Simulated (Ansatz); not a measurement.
# Collinear states of VMo$_{3}$

The calculation used DFT PBE, scalar-relativistic, plane waves, PAW in Ansatz 0.2.0.

```xyz
4
Lattice="3.9605 0.0000 0.0000 0.0000 3.9605 0.0000 0.0000 0.0000 3.9605" Properties=species:S:1:pos:R:3 pbc="T T T"
Mo    0.0000    1.9802    1.9802
Mo    1.9802    0.0000    1.9802
Mo    1.9802    1.9802    0.0000
V     0.0000    0.0000    0.0000
```

```
plane-wave cutoff                               : 420 eV
Γ-centred k-mesh                                : 12×12×12
occupation rule                                 : Gaussian smearing, 0.1 eV
list of starting moments (μB, in atom order)    : 0 0 0 3.5
check for lower electronic states after the SCF : off
```

All runs keep this geometry, which stands near equilibrium for the lowest state (largest force there 0.000 eV/Å, pressure 0.0 GPa) and needn't be a stable compound; relaxing each order can shift differences of a few meV. A propagation vector, in units of the reciprocal vectors, doubles the cell, which takes an equally dense mesh. Site moments are spin moments in atom-centred spheres that scale with the neighbour distance. The states are those that the runs reached from these starts; a lower one can exist.

Starts tried: no spin; large parallel starting moments; antiferromagnetic, doubled cell, propagation vector (0, 0, 1/2). Which state comes out lowest, and what are the moments?

All starts lose their moments; the cell is non-magnetic at this level.

```json
{"start": "no spin", "ends": "non-magnetic", "energy above lowest (meV/atom)": "0.00", "site moments (μB)": "none over 0.05", "gap on mesh (eV)": "metal", "P (GPa)": "0.0"}
{"start": "large parallel starting moments", "ends": "non-magnetic", "energy above lowest (meV/atom)": "0.00", "site moments (μB)": "none over 0.05", "gap on mesh (eV)": "metal", "P (GPa)": "0.0"}
{"start": "antiferromagnetic, doubled cell, propagation vector (0, 0, 1/2)", "ends": "non-magnetic", "energy above lowest (meV/atom)": "0.00", "site moments (μB)": "none over 0.05", "gap on mesh (eV)": "metal", "P (GPa)": "0.0"}
```

Cost: 3 runs of about 4.7 core-minutes in all, on Arm Neoverse V2 (shared hosts).